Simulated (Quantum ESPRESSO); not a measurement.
Parts of the isotropic shielding in LiF, by PBE GIPAW on JTH datasets (Quantum ESPRESSO, modified build), 22.5 Ha, k-mesh 6×6×6 shifted:

```yaml
crystal:
  lattice:
    - [0.00000, 2.04171, 2.04171]
    - [2.04171, 0.00000, 2.04171]
    - [2.04171, 2.04171, 0.00000]
  atoms:
    - { symbol: Li, position: [0.00000, 0.00000, 0.00000] }
    - { symbol: F, position: [0.50000, 0.50000, 0.50000] }
```
The geometry is a computed Materials Project entry, not a measured one. It is LiF in Fm-3m. Stability against distortions was not tested.

The core term is that of the free atom's frozen core; the paramagnetic column sums the reconstruction terms. Shieldings are absolute and leave out the bulk-susceptibility term; a larger σ means a smaller chemical shift. By our sweeps, such settings leave a few ppm in absolute σ. Static lattice: thermal averaging is not included.

```tsv
site	core	bare (smooth current)	diamagnetic correction	paramagnetic corrections	σ_iso (ppm)
Li (atom 1)	0.0	13.9	69.4	[?]	[?]
F (atom 2)	306.4	97.8	50.9	[?]	[?]
```

Question: Complete the blanks.

Answer: 
- Li (atom 1), paramagnetic corrections: -1.4
- Li (atom 1), σ_iso (ppm): 82.0
- F (atom 2), paramagnetic corrections: -91.6
- F (atom 2), σ_iso (ppm): 363.6
